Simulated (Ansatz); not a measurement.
Polymorphs of SnC, each relaxed with the program Ansatz at the PBEsol level (PAW):

A: CsCl type (Pm-3m)
a = b = c = 3.056 Å, α = β = γ = 90.00°

| atom | site | symmetry | x | y | z |
|---|---|---|---|---|---|
| Sn | 1a | m-3m | 0.0000 | 0.0000 | 0.0000 |
| C | 1b | m-3m | 0.5000 | 0.5000 | 0.5000 |

B: wurtzite (P6_3mc)
a = 3.553 Å, b = 3.553 Å, c = 5.818 Å, α = 90.00°, β = 90.00°, γ = 120.00°

```csv
atom,site,symmetry,x,y,z
Sn,2b,3m.,0.3333,0.6667,0.0003
C,2b,3m.,0.6667,0.3333,0.1247
```

Task: Rank these by energy per atom at 0 K (lowest first), as PBEsol gives it.

Result: B (+0 meV/atom), A (+1256 meV/atom)

Task: Give each one's gap.

Result: A no gap; B 0.96 eV.

Constructed cells (a structure type filled with these elements, in neither database checked): A. Typed or built starts, not in the databases checked: B. Unstable at this level: A. All cells were relaxed under the symmetry of their starts (and spin orders); stability against distortions was not tested throughout. Scalar-relativistic: spin–orbit coupling is off unless named, which matters more the heavier the elements.

Energies hold the estimated change up to a 700 eV cutoff; steps of a few meV lie near the error of the meshes.

Potentials: the earlier of the program's two PAW sets. The files were generated under PBE; for other functionals the program regenerates the frozen cores, and for LDA and PBEsol the local potential too.
